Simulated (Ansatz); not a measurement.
A geometry of Ti away from equilibrium: step 2 of the relaxation of a relaxed Ti cell, doubled along one cell vector, shaken by Gaussian noise of σ = 0.08 Å a coordinate. Level of theory: PBEsol (plane waves to 420 eV, PAW, scalar-relativistic; Ansatz, a first-principles code). Γ-centred k-mesh 7×13×7 on the run's cell (coarser than for final values), Fermi–Dirac smearing 0.05 eV. The plane waves were selected for a different cell earlier on the path.

```xyz
4
Lattice="5.6950 0.0560 0.0133 -1.3995 2.4799 -0.0142 0.0105 -0.0198 4.5481" Properties=species:S:1:pos:R:3 pbc="T T T"
Ti     1.3640     0.8568     3.3986
Ti     4.3008     0.8792     3.3658
Ti    -0.0543     1.7075     1.1668
Ti     2.7630     1.7192     1.0714
```

Task: What forces act on the atoms (eV/Å)?

Result: 
```json
[
 {"atom": "Ti1", "Fx": "0.48", "Fy": "0.09", "Fz": "0.16"},
 {"atom": "Ti2", "Fx": "-0.51", "Fy": "-0.09", "Fz": "0.04"},
 {"atom": "Ti3", "Fx": "-0.19", "Fy": "0.01", "Fz": "-0.33"},
 {"atom": "Ti4", "Fx": "0.22", "Fy": "0.00", "Fz": "0.13"}
]
```

The path ends in P6₃/mmc (No. 194) (hcp (Mg type)). No spin polarisation in the result.
